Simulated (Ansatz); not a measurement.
Is this ScGa₂As₃ structure a true minimum?

The structure comes from a proposed guess, relaxed at this level; another structure or a mixture of phases may lie lower.

Computed with Ansatz, DFT PBE, scalar-relativistic, plane waves, PAW. Cutoff 420 eV; k points 6×6×4 on the computed 12-atom cell (Γ-centred); Gaussian smearing, width 0.02 eV; no spin polarisation.

The cell below (12 atoms, space group Cmc2_1 (No. 36)) is relaxed within its symmetry.

```
CELL_PARAMETERS angstrom
6.30431 -3.63821 0.00000
6.30431 3.63821 0.00000
0.00000 0.00000 6.65228
ATOMIC_POSITIONS crystal
Sc 0.16652 0.83348 0.49297
Sc 0.83348 0.16652 0.99297
Ga 0.49294 0.16680 0.50283
Ga 0.83320 0.50706 0.50283
Ga 0.16680 0.49294 0.00283
Ga 0.50706 0.83320 0.00283
As 0.51634 0.83391 0.37684
As 0.16609 0.48366 0.37684
As 0.81299 0.18701 0.39269
As 0.83391 0.51634 0.87684
As 0.48366 0.16609 0.87684
As 0.18701 0.81299 0.89269
```

For the test it was strained at random (σ = 1.5 % a component), the atoms were moved at random (σ = 0.15 Å), and all was relaxed again on a coarse 2×2×2 mesh (in the run’s order of axes) with 0.10 eV smearing, with no symmetry imposed.

Q: What happens?

A: It returns, within 1 meV/atom of the unmoved cell on that mesh and with the same symmetry when read at 0.1 Å. So it is stable against the distortions that fit this cell and that this random move excites. Modes that don't fit the cell aren't tested.
